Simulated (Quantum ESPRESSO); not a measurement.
LuTlS2 has the trigonal space group R-3m, hexagonal axes (No. 166), Pearson symbol hR4. Conventional cell: a = b = 3.8912 Å, c = 22.3471 Å, α = β = 90.00°, γ = 120.00°. S on 6c is coordinated by 3 Lu at 2.683 Å and 3 Tl at 3.185 Å (octahedral). Lu on 3a sees 6 S at 2.683 Å (octahedral). Tl on 3b is coordinated by 6 S at 3.185 Å (octahedral). (Neighbours: up to the widest gap in distance over summed covalent radii, below 1.35, at either atom; cation-cation contacts left out.)
(The calculation used a cell of 4 atoms; values per cell refer to that cell.)

Cell and atoms were relaxed with PBE+D3(BJ) from Materials Project entry mp-1001604, within its symmetry.

### Question
What does norm-conserving PBEsol (Quantum ESPRESSO, 100 Ry, without SOC) give for the electronic structure near the Fermi level?

### Answer
The PBEsol gap is indirect, 1.06 eV, from Z to F; the smallest direct gap is 2.29 eV. Spin-orbit coupling is left out; with 6p states at a band edge it can lower the gap by many tenths of an eV, most of a small gap. The 4f states are in the valence at their DFT position.

The structure is a Materials Project entry; no match was found in the copy of COD used, and its stability was not checked.
